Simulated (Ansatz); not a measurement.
TiO2:
```
TiO2
1.0
    5.84892     0.00000     0.00000
    0.00000     3.67791     0.00000
    0.00000     0.00000     8.95332
Ti O
4 8
Direct
  0.49441   0.25000   0.86469
  0.50559   0.75000   0.13531
  0.00559   0.75000   0.36469
  0.99441   0.25000   0.63531
  0.45640   0.75000   0.91831
  0.54360   0.25000   0.08169
  0.04360   0.25000   0.41831
  0.95640   0.75000   0.58169
  0.75123   0.25000   0.76336
  0.24877   0.75000   0.23664
  0.74877   0.75000   0.26336
  0.25123   0.25000   0.73664
```

Relaxed with LDA.

Problem. Give the optical modes at the zone centre with their infrared activity from DFPT, the program Ansatz at the LDA level (PAW).

Solution. Transverse frequencies, without the LO–TO term; a row sums one degenerate level.

```csv
ω (cm⁻¹),degeneracy,IR ((D/Å)²/amu),activity,symmetry
27,1,0.00,IR-inactive,Ag
84,1,0.05,IR,B3u
117,1,0.00,IR-inactive,Au
132,1,0.00,IR-inactive,Ag
178,1,0.00,IR-inactive,B2g
185,1,0.00,IR-inactive,B1g
192,1,0.00,IR-inactive,B3g
210,1,0.00,IR-inactive,B2g
223,1,0.00,IR-inactive,Ag
225,1,0.00,IR-inactive,Au
243,1,0.67,IR,B1u
245,1,0.00,IR-inactive,B3g
253,1,23.29,IR,B2u
253,1,0.00,IR-inactive,B1g
282,1,1.80,IR,B1u
296,1,2.01,IR,B3u
366,1,3.41,IR,B3u
384,1,0.00,IR-inactive,B2g
454,1,0.00,IR-inactive,Ag
464,1,110.02,IR,B1u
491,1,0.00,IR-inactive,Au
492,1,166.61,IR,B2u
502,1,0.00,IR-inactive,B2g
532,1,0.00,IR-inactive,B2g
543,1,1.80,IR,B1u
543,1,0.00,IR-inactive,Ag
638,1,113.05,IR,B3u
684,1,0.00,IR-inactive,B1g
684,1,0.00,IR-inactive,B3g
685,1,0.00,IR-inactive,Ag
714,1,112.89,IR,B3u
908,1,53.49,IR,B1u
1026,1,0.00,IR-inactive,B2g
```

Problem. How high does the top mode go among those that the LO–TO term moves?

Solution. 1024 cm⁻¹ for q along x, 839 cm⁻¹ for q along y, 1020 cm⁻¹ for q along z.

Space group Pnma. The workflow started from a Materials Project entry (that database holds measured and hypothetical structures alike); the Crystallography Open Database files this formula in space group No. 62, but the cells were not matched. It is not the phase usual at ambient conditions (space group No. 61, 136, 141). The cell was relaxed with LDA under the symmetry of its start; whether a distortion lowers the energy is not shown. No spin polarisation was allowed.

Potentials: the later of the program's two PAW sets.
